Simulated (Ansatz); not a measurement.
This cell of ZnSe (zinc blende) is off equilibrium:

```yaml
crystal:
  lattice:
    - [0.00000, 5.73301, 5.73301]
    - [2.86650, 2.86650, 5.73301]
    - [2.86650, 2.86650, 0.00000]
  atoms:
    - { symbol: Se, position: [0.00803, 0.74197, 0.74197] }
    - { symbol: Se, position: [0.49197, 0.75803, 0.75803] }
    - { symbol: Zn, position: [0.98837, 0.01163, 0.98837] }
    - { symbol: Zn, position: [0.51163, 0.98837, 0.01163] }
```

The numbers are results of PBE (plane waves to 420 eV, PAW, scalar-relativistic; Ansatz, a first-principles code), not measurements. k mesh 10×10×10 (Γ-centred), Fermi-Dirac smearing 0.05 eV. Compression counts positive. ZnSe was relaxed with its symmetry unable to fall.

Task: Predict the force on every atom, in eV/Å.

Result: 
```csv
atom,Fx,Fy,Fz
Se1,0.063,0.000,0.000
Se2,-0.063,0.000,0.000
Zn3,0.000,0.074,0.000
Zn4,0.000,-0.074,0.000
```

(For displaced atoms, the force is minus the slope of the energy, and its curvature is a force constant, which sets phonon frequencies.)
